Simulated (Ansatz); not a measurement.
## LiCuP4Ru2O14, one structure, two calculations

Cell: a computed structure from the Materials Project (it need not be an observed phase).

```cif
data_structure
_symmetry_space_group_name_H-M 'P 1'
_symmetry_Int_Tables_number 1
_cell_length_a 4.9322
_cell_length_b 6.8986
_cell_length_c 8.4956
_cell_angle_alpha 93.488
_cell_angle_beta 94.222
_cell_angle_gamma 105.812
_cell_volume 276.38
loop_
_atom_site_label
_atom_site_type_symbol
_atom_site_fract_x
_atom_site_fract_y
_atom_site_fract_z
_atom_site_occupancy
Li1 Li 0.89371 0.87832 0.65497 1
Cu2 Cu 0.03762 0.13862 0.38266 1
P3 P 0.37640 0.72711 0.83174 1
P4 P 0.60784 0.26182 0.18748 1
P5 P 0.00085 0.66086 0.29184 1
P6 P 0.99250 0.33022 0.72916 1
Ru7 Ru 0.50033 0.49786 0.50954 1
Ru8 Ru 0.99219 0.99152 0.00782 1
O9 O 0.10427 0.84836 0.20327 1
O10 O 0.88218 0.13636 0.80924 1
O11 O 0.48694 0.74002 0.66630 1
O12 O 0.51063 0.25094 0.35609 1
O13 O 0.21923 0.49129 0.85138 1
O14 O 0.77613 0.49349 0.16858 1
O15 O 0.14879 0.84272 0.83477 1
O16 O 0.82656 0.13442 0.17950 1
O17 O 0.23603 0.56607 0.34000 1
O18 O 0.76586 0.42909 0.67730 1
O19 O 0.60483 0.78482 0.96954 1
O20 O 0.37828 0.20323 0.05081 1
O21 O 0.16713 0.28139 0.59020 1
O22 O 0.83891 0.70962 0.43437 1
```

Atoms are numbered from 1 in the order listed; like atoms form one site, named after its first atom.

First run. Level of theory: DFT, PBE, plane waves and PAW, scalar-relativistic, collinear spin, 420 eV cutoff, Γ-centred 5×4×3 k-points, Fermi–Dirac smearing 0.02 eV (Ansatz 0.2.0). Start moments as typed (μB): 1 on each Ru, none on the rest.

```
site  atom  V_zz (10²¹ V/m²)     η  m (μB)
  Cu     2              4.47  0.85    0.09
  P4     4              4.52  0.51    0.00
  P6     6              3.96  0.99    0.00
 Ru7     7            -16.81  0.04    0.56
 Ru8     8            -14.72  0.25    0.58
 O11    11             10.21  0.53    0.00
 O12    12              9.67  0.38    0.01
 O16    16              9.58  0.90    0.03
 O17    17             11.62  0.04    0.03
 O18    18             11.58  0.03    0.03
 O19    19             10.83  0.28    0.03
 O20    20             10.84  0.21    0.03
 O21    21              8.97  0.98    0.03
 O22    22              9.48  0.81    0.03
```

Second run. The same atoms and settings, except that the mesh is 7×5×4 and the Fermi–Dirac smearing is 0.05 eV.

Problem. Given the first result, estimate the second.

Solution. 

```tsv
site	atom	V_zz	η	change of V_zz	m (μB)
Cu	2	4.29	0.92	-0.18	0.10
P4	4	4.49	0.51	-0.03	0.00
P6	6	3.97	0.98	+0.01	0.00
Ru7	7	-13.48	0.17	+3.33	0.55
Ru8	8	-13.71	0.23	+1.01	0.58
O11	11	10.17	0.52	-0.04	0.01
O12	12	9.59	0.35	-0.08	0.01
O16	16	9.60	0.90	+0.02	0.03
O17	17	11.63	0.01	+0.01	0.03
O18	18	11.58	0.06	0.00	0.03
O19	19	10.82	0.29	-0.01	0.03
O20	20	10.84	0.22	0.00	0.03
O21	21	9.02	0.99	+0.05	0.03
O22	22	9.53	0.82	+0.05	0.03
```

The largest change of V_zz is on Ru7, from -16.81 to -13.48. In per cent, |V_zz| changes by -4 on Cu, 0 on P, -20 to -7 on Ru, -1 to +1 on O (all sites that start above 2). The table leaves out 8 of the 22 sites, with |V_zz| up to 13.90; their tensors move by 0.04 at most along any direction. The statements above cover all sites.

Without spin–orbit coupling (the program notes it for Ru) the gradients can shift somewhat, as the gap is small. Semilocal functionals can leave a metal where correlation in the d or f shell opens a gap in the real compound, and that would change the values at and beside Cu and Ru. With these PAW files V_zz is typically within 2 to 3 % of all-electron values, but misses above 10 % occur on Li, Ru. All moments are parallel here, as the start or the cell imposes; many such compounds order antiparallel, where fields and spin densities carried over to other atoms largely cancel. The magnetic order is the one that the run reached from its start moments, not necessarily the measured one (the real compound may not order at all).
